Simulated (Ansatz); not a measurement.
Data:

NbSnS:
```
NbSnS
1.0
    3.87994     0.00000     0.00000
    0.00000     3.87994     0.00000
    0.00000     0.00000     7.75310
Nb Sn S
2 2 2
Cartesian
  0.00000   1.93997   5.48732
  1.93997   0.00000   2.26579
  0.00000   0.00000   0.00000
  1.93997   1.93997   0.00000
  1.93997   0.00000   4.82521
  0.00000   1.93997   2.92790
```

This is the PBE-relaxed structure.

All from DFT-PBE in the program Ansatz with PAW potentials, unless another level is named. Predict the electronic character.

metallic (no gap).

What about the density of states at the Fermi level?

0.57 states/eV per atom (mean over ±0.08 eV).

Next, the formation energy from the elements (no fitted shifts)?

-0.16 eV/atom.

Space group P4/nmm. The start of the workflow was typed in or built on a structure type; neither database checked (COD, Materials Project) lists it. Its standing as an ambient phase is unchecked. The PBE relaxation kept the symmetry of its start; whether a distortion lowers the energy is not shown. The workflow began spin-polarised and lost its moments. The references are the lowest solids computed at this level, not always the standard phases. Scalar-relativistic: spin–orbit coupling is off unless named, which matters more the heavier the elements.

Potentials: the later of the program's two PAW sets.
